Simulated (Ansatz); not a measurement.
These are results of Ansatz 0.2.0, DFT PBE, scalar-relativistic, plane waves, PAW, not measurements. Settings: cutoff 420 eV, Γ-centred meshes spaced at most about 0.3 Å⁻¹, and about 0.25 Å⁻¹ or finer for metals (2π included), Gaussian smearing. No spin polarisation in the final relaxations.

These are static total energies at zero pressure.

Two forms of Mg₂BeS₃ were relaxed alike.

A.

```cif
data_structure
_symmetry_space_group_name_H-M 'P-3m1'
_symmetry_Int_Tables_number 164
_cell_length_a 3.5489
_cell_length_b 3.5489
_cell_length_c 8.7968
_cell_angle_alpha 90.000
_cell_angle_beta 90.000
_cell_angle_gamma 120.000
_cell_volume 95.95
loop_
_atom_site_label
_atom_site_type_symbol
_atom_site_symmetry_multiplicity
_atom_site_Wyckoff_symbol
_atom_site_fract_x
_atom_site_fract_y
_atom_site_fract_z
_atom_site_occupancy
Mg1 Mg 2 d 0.33333 0.66667 0.67499 1
Be1 Be 1 a 0.00000 0.00000 0.00000 1
S1 S 2 d 0.33333 0.66667 0.14385 1
S2 S 1 b 0.00000 0.00000 0.50000 1
```

B.

```cif
data_structure
_symmetry_space_group_name_H-M 'P-6m2'
_symmetry_Int_Tables_number 187
_cell_length_a 4.2410
_cell_length_b 4.2410
_cell_length_c 6.7055
_cell_angle_alpha 90.000
_cell_angle_beta 90.000
_cell_angle_gamma 120.000
_cell_volume 104.45
loop_
_atom_site_label
_atom_site_type_symbol
_atom_site_symmetry_multiplicity
_atom_site_Wyckoff_symbol
_atom_site_fract_x
_atom_site_fract_y
_atom_site_fract_z
_atom_site_occupancy
Mg1 Mg 2 h 0.33333 0.66667 0.27195 1
Be1 Be 1 e 0.66667 0.33333 0.00000 1
S1 S 1 f 0.66667 0.33333 0.50000 1
S2 S 1 a 0.00000 0.00000 0.00000 1
S3 S 1 b 0.00000 0.00000 0.50000 1
```

Problem. Which would you expect to be lower, and how large is the difference?

Solution. A is lower, by 1.13 eV/atom. A has Mg and Be ordered on rock salt sites, space group P-3m1 (No. 164), 16.0 Å³/atom and a gap of 2.16 eV on its mesh; B has space group P-6m2 (No. 187), 17.4 Å³/atom and no gap. Counting S atoms around Be and Mg (those within 1.25 times the shortest such distance or 1.15 times the sum of covalent radii, 1.27 where that leaves under three; the shortest distance is added where it exceeds 1.18 times the sum of covalent radii), A has Mg 6, Be 6 from 2.4 Å and B has Mg 9, Be 3 from 2.4 Å. The denser one is the lower, and pressure would at first widen the difference. In A, Mg has 6 S at 2.56–2.60 Å; around Be lie 6 S at 2.41 Å; S on a site of symmetry 3m has 3 Be at 2.41 Å and 3 Mg at 2.60 Å; 1 more site not described. In B, Mg is surrounded by 9 S at 2.89–3.05 Å, 3 Be at 3.05 Å and 1 Mg at 3.06 Å; Be is surrounded by 3 S at 2.45 Å and 6 Mg at 3.05 Å; around S on its first site lie 3 S at 2.45 Å and 6 Mg at 2.89 Å; 2 more sites not described. Both come from invented guesses.

Kohn–Sham gaps at this level usually fall short of measured ones. Cells relaxed within their symmetry can be saddle points.
